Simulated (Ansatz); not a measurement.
This is a relaxation of cell and atoms with the PAW code Ansatz on β-Si3N4 (relaxed group P6_3/m); the level of theory is PBEsol. The starting cell comes from a relaxation with PBE.

input.yaml:
```yaml
crystal:
  lattice:
    - [7.6638651611, 0.0, 0.0]
    - [-3.8319325806, 6.6371019207, 0.0]
    - [0.0, 0.0, 2.9263012369]
  atoms:
    - { symbol: Si, position: [0.2310840955, 0.8249752458, 0.75] }
    - { symbol: Si, position: [0.4061088496, 0.2310840955, 0.25] }
    - { symbol: Si, position: [0.8249752458, 0.5938911504, 0.25] }
    - { symbol: Si, position: [0.1750247542, 0.4061088496, 0.75] }
    - { symbol: Si, position: [0.5938911504, 0.7689159045, 0.75] }
    - { symbol: Si, position: [0.7689159045, 0.1750247542, 0.25] }
    - { symbol: "N", position: [0.3333333333, 0.6666666667, 0.75] }
    - { symbol: "N", position: [0.6666666667, 0.3333333333, 0.25] }
    - { symbol: "N", position: [0.9691646192, 0.6699931104, 0.75] }
    - { symbol: "N", position: [0.2991715089, 0.9691646192, 0.25] }
    - { symbol: "N", position: [0.6699931104, 0.7008284911, 0.25] }
    - { symbol: "N", position: [0.3300068896, 0.2991715089, 0.75] }
    - { symbol: "N", position: [0.0308353808, 0.3300068896, 0.25] }
    - { symbol: "N", position: [0.7008284911, 0.0308353808, 0.75] }
kpoints:
  mp_grid: { grid: [6, 6, 8] }
hamiltonian:
  xc: pbesol
scf:
  occupations: { method: fermi_dirac, width: 0.02 }
relax:
  f_tol: 0.005
  cell: {}
```

It took 35 s on 1 × NVIDIA H100 80GB HBM3 with 2 threads of AMD EPYC 7R13 Processor (Zen 3), with other jobs on the host, load about 1.6 per core; peak host memory 1.2 GiB.

Main lines of the log:
```
Pseudopotential: Si, paw, valence charge 4, recommended cutoff 420 eV (normal)
Pseudopotential: N, paw, valence charge 5, recommended cutoff 420 eV (normal)
Functional definition: PBEsol
Crystal: 14 atoms, lattice volume = 148.849 Å³
Basis set: ecut = 420 eV, 2907 PW (Γ)
Bands: 46, of which v1, the nominal top of the filled ones, is band 32 counted from 1 (31 counted from 0)
Symmetry: 12 space group operations
Space group: P63/m (ITA 176)
k-points: 40 of 288
relax step 1: F+E_penalty+E_count = -6773.77569585 eV  max|allowed force component| = 2.999e-2 eV/Å  Δτ_max = 0.0000 Å  P = -3.655 GPa  Ω = 148.849 Å³
relax step 2: F+E_penalty+E_count = -6773.80018502 eV  max|allowed force component| = 2.511e-2 eV/Å  Δτ_max = 0.0067 Å  P = -1.775 GPa  Ω = 147.641 Å³
relax step 3: F+E_penalty+E_count = -6773.80944792 eV  max|allowed force component| = 7.263e-3 eV/Å  Δτ_max = 0.0034 Å  P = +0.012 GPa  Ω = 146.568 Å³
relax step 4: F+E_penalty+E_count = -6773.80942523 eV  max|allowed force component| = 3.124e-3 eV/Å  Δτ_max = 0.0005 Å  P = -0.004 GPa  Ω = 146.580 Å³
relax step 5: F+E_penalty+E_count = -6773.80332082 eV  max|allowed force component| = 3.297e-3 eV/Å  Δτ_max = 0.0000 Å  P = -0.081 GPa  Ω = 146.580 Å³  (SCF on a basis re-selected at this cell)
relax step 6: F+E_penalty+E_count = -6773.80347415 eV  max|allowed force component| = 3.646e-4 eV/Å  Δτ_max = 0.0002 Å  P = -0.001 GPa  Ω = 146.534 Å³
relax step 7: F+E_penalty+E_count = -6773.80327919 eV  max|allowed force component| = 3.728e-4 eV/Å  Δτ_max = 0.0000 Å  P = -0.002 GPa  Ω = 146.534 Å³  (SCF on a basis re-selected at this cell)
SCF converged after 5 iterations
Free energy (F): -6773.803279 eV
Fermi energy:    10.215439 eV
--- Stress (GPa, compression-positive) ---
       -0.002863       0.000000       0.000000
        0.000000      -0.002863       0.000000
        0.000000       0.000000       0.000580
  P = ⅓ Tr σ = -0.0017 GPa (-0.017 kbar)
--- Relaxed structure (5 steps of the walk, 5 accepted, 2 SCFs on fresh bases) ---
  F+E_penalty+E_count = -6773.80327919 eV   max|allowed force component| = 3.728e-4 eV/Å
  cell:  # Å, volume = 146.5341 Å³
    - [7.624762, 0.000000, 0.000000]
    - [-3.812381, 6.603238, 0.000000]
    - [0.000000, 0.000000, 2.910419]
  atoms:
    - { symbol: Si, position: [0.232423, 0.826049, 0.750000] }
    - { symbol: Si, position: [0.406374, 0.232423, 0.250000] }
    - { symbol: Si, position: [0.826049, 0.593626, 0.250000] }
    - { symbol: Si, position: [0.173951, 0.406374, 0.750000] }
    - { symbol: Si, position: [0.593626, 0.767577, 0.750000] }
    - { symbol: Si, position: [0.767577, 0.173951, 0.250000] }
    - { symbol: N, position: [0.333333, 0.666667, 0.750000] }
    - { symbol: N, position: [0.666667, 0.333333, 0.250000] }
    - { symbol: N, position: [0.970374, 0.670001, 0.750000] }
    - { symbol: N, position: [0.300372, 0.970374, 0.250000] }
    - { symbol: N, position: [0.670001, 0.699628, 0.250000] }
    - { symbol: N, position: [0.329999, 0.300372, 0.750000] }
    - { symbol: N, position: [0.029626, 0.329999, 0.250000] }
    - { symbol: N, position: [0.699628, 0.029626, 0.750000] }
```

In 5 steps the volume changed by -1.6 %; between the first SCF and the last, each on a basis chosen for its cell, the energy fell by 2.0 meV an atom. At the end: it is hexagonal, P6_3/m (No. 176); a = 7.625 Å, c = 2.910 Å in the conventional setting, 10.47 Å³ an atom. Around Si lie 4 N at 1.73–1.74 Å; around N lie 3 Si at 1.73 Å; around N lie 3 Si at 1.74 Å.

Calculated for a static, non-magnetic cell.
